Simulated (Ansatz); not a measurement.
An ordered 8-atom cell of In4BiP3 on the zincblende lattice (I-42m), relaxed with r2SCAN. Space group I-42m (No. 121), tetragonal; conventional cell a = 6.115 Å, c = 12.181 Å, 28.47 Å³ an atom. P has 4 In at 2.60 Å; In has 3 P at 2.56–2.60 Å and 1 Bi at 2.84 Å; P has 4 In at 2.56 Å; Bi has 4 In at 2.84 Å.

```cif
data_structure
_symmetry_space_group_name_H-M 'I-42m'
_symmetry_Int_Tables_number 121
_cell_length_a 6.1150
_cell_length_b 6.1150
_cell_length_c 12.1814
_cell_angle_alpha 90.000
_cell_angle_beta 90.000
_cell_angle_gamma 90.000
_cell_volume 455.51
loop_
_atom_site_label
_atom_site_type_symbol
_atom_site_symmetry_multiplicity
_atom_site_Wyckoff_symbol
_atom_site_fract_x
_atom_site_fract_y
_atom_site_fract_z
_atom_site_occupancy
P1 P 4 d 0.50000 0.00000 0.25000 1
In1 In 8 i 0.26991 0.73009 0.13257 1
P2 P 2 b 0.50000 0.50000 0.00000 1
Bi1 Bi 2 a 0.00000 0.00000 0.00000 1
```

3 runs of Ansatz 0.2.0 on this cell differ in the functional (and in the settings that go with it). Levels are in eV from each run's valence top; v1 is the last filled band, c1 the first empty one.

Run A, mean stress +1.7 GPa (compression positive):
```
point     v5     v3     v1    c1    c2    c3
    Γ  -2.24  -0.21   0.00  0.00  1.53  1.78
    X  -1.42  -0.89  -0.41  0.79  1.00  2.14
    P  -1.56  -1.42  -0.57  1.62  1.62  1.89
    N  -2.17  -1.55  -0.74  2.38  2.52  2.82
```

Run B, mean stress -0.3 GPa (compression positive):
```
point     v5     v3     v1    c1    c2    c3
    Γ  -2.45  -0.03   0.00  0.43  2.07  2.41
    X  -1.57  -0.95  -0.43  1.43  1.64  2.87
    P  -1.62  -1.57  -0.60  2.29  2.29  2.58
    N  -2.37  -1.66  -0.78  3.09  3.29  3.58
```

Run C, mean stress 0.0 GPa (compression positive):
```
point     v5     v3     v1    c1    c2    c3
    Γ  -2.33  -0.03   0.00  0.17  1.77  2.03
    X  -1.48  -0.92  -0.42  1.10  1.32  2.45
    P  -1.58  -1.49  -0.58  1.92  1.92  2.22
    N  -2.24  -1.59  -0.76  2.69  2.84  3.13
```

Q: Match the runs to PBE, r2SCAN, HSE06.

A: A is PBE, B is HSE06, C is r2SCAN. In order of the gap: PBE 0, r2SCAN 0.17, HSE06 0.43 eV.

No spin polarisation and no zero-point or thermal motion; the cell was built from a prototype and may be hypothetical.

Spin-orbit coupling is left out; in compounds of Pb, Bi, Tl or Hg it can lower a gap by up to about 1 eV, split its edges or invert the bands.

The stress of a hybrid is loosely converged in these runs.
